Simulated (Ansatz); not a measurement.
BiPt (NiAs type)

```
BiPt
1.0
    4.37788     0.00000     0.00000
   -2.18894     3.79135     0.00000
    0.00000     0.00000     5.54405
Bi Pt
2 2
Direct
  0.33333   0.66667   0.25000
  0.66667   0.33333   0.75000
  0.00000   0.00000   0.50000
  0.00000   0.00000   0.00000
```

The slice is a (0001) plane (indices of the conventional cell) through the point (0.667, 0.333, 0.750) (fractional), spanned by u = [110] and v = [1 -1 0] in vectors of this cell: u (4.38 Å) and v (7.58 Å, at 90° to u). It covers one period; positions are fractions (u, v).

Computed with r2SCAN (plane waves to 500 eV, PAW, scalar-relativistic; Ansatz, a program for electronic structure). k mesh 12×12×9. Near the nuclei the fields are pseudised (PAW); where an atom keeps semicore shells as valence, they peak there. BiPt is run without spin polarisation. BiPt was relaxed with its symmetry unable to fall. Spin-orbit coupling is left out, though Bi and Pt are heavy.

### Question
Sketch the electrostatic potential energy of an electron, from the cell's mean on this plane as a map.

### Answer
```tsv
v \ u	0.00	0.14	0.29	0.43	0.57	0.71	0.86
0.88	x	<3.0	8.9	8.5	8.5	8.9	<3.0
0.75	11.2	11.6	11.4	9.6	9.6	11.4	11.6
0.62	11.9	10.9	5.7	x	x	5.7	10.9
0.50	11.6	9.3	x	x	x	x	9.3
0.38	7.9	9.3	5.9	x	x	5.9	9.3
0.25	9.1	10.5	11.7	11.3	11.3	11.7	10.5
0.12	x	<3.0	9.2	11.7	11.7	9.2	<3.0
0.00	x	x	3.8	11.2	11.2	3.8	x
```

Values: electrostatic potential energy of an electron, from the cell's mean, in eV. Points within 1 Å of a nucleus are blanked (x), as the pseudised field means little there. Values under 3 eV are set to 3. The zero, the cell's mean, hangs on the PAW cores.
